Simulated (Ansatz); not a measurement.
SnSe: from a starting cell to a relaxed one

The start is a randomly generated symmetric cell of SnSe (space group No. 38). The cell and all atomic positions are relaxed at zero pressure with PBE (plane waves to 420 eV, PAW, scalar-relativistic; Ansatz, an electronic-structure program). The first steps use a coarse 4×5×5 k-mesh.

Starting cell:
```yaml
crystal:
  lattice:
    - [5.69483, 0.00000, 0.00000]
    - [0.00000, 3.11510, 4.01042]
    - [0.00000, -3.11510, 4.01042]
  atoms:
    - { symbol: Se, position: [0.00000, 0.65881, 0.65881] }
    - { symbol: Se, position: [0.50000, 0.21888, 0.21888] }
    - { symbol: Sn, position: [0.00000, 0.28377, 0.28377] }
    - { symbol: Sn, position: [0.50000, 0.72108, 0.72108] }
```

What pressure does the first self-consistent step give?

-2.2 GPa (negative: the cell is under tension).

What is the largest force in the starting geometry, and on which atom (counted from 1)?

0.30 eV/Å, on Se1, Sn4 (atoms numbered as listed).

What symmetry does the relaxed structure have?

The space group goes from Amm2 (No. 38) to I4mm (No. 107), with 2 atoms in the primitive cell.

By how much does the energy per atom fall from start to end?

0.24 eV/atom.

How do the shortest distances between atoms change?

The closest pairs of elements (up to four, under 3.6 Å), start → end: Se–Sn 2.89 → 2.91 Å.

What band gap does the relaxed structure have at this level?

0.27 eV, direct at 89 % of the way from P to N (no spin-orbit coupling).

Give the final cell and atomic positions.


```cif
data_Se2Sn2
_chemical_formula_sum 'Se2 Sn2'
_space_group_name_H-M_alt 'I4mm'
_space_group_IT_number 107
_space_group_name_Hall 'I 4 -2'
_cell_length_a 4.28672
_cell_length_b 4.28672
_cell_length_c 6.08481
_cell_angle_alpha 90.000
_cell_angle_beta 90.000
_cell_angle_gamma 90.000
loop_
_atom_site_label
_atom_site_type_symbol
_atom_site_symmetry_multiplicity
_atom_site_Wyckoff_symbol
_atom_site_fract_x
_atom_site_fract_y
_atom_site_fract_z
_atom_site_occupancy
Se1 Se 2 a 0.00000 0.00000 0.71013 1
Sn1 Sn 2 a 0.00000 0.00000 0.23114 1
```
(The calculation used a cell of 2 atoms; values per cell refer to that cell.)

Final values are on a 11×11×11 k-mesh of the relaxed cell. No spin polarisation in the result.

The run could not lose the symmetry of its start, so the end can be a saddle point.

The relaxed structure here is a generated cell of SnSe: the first start was made by a random draw of sites in a space group, and the end was not matched to a known phase here, so it may be hypothetical. Known forms of SnSe include space group No. 62.
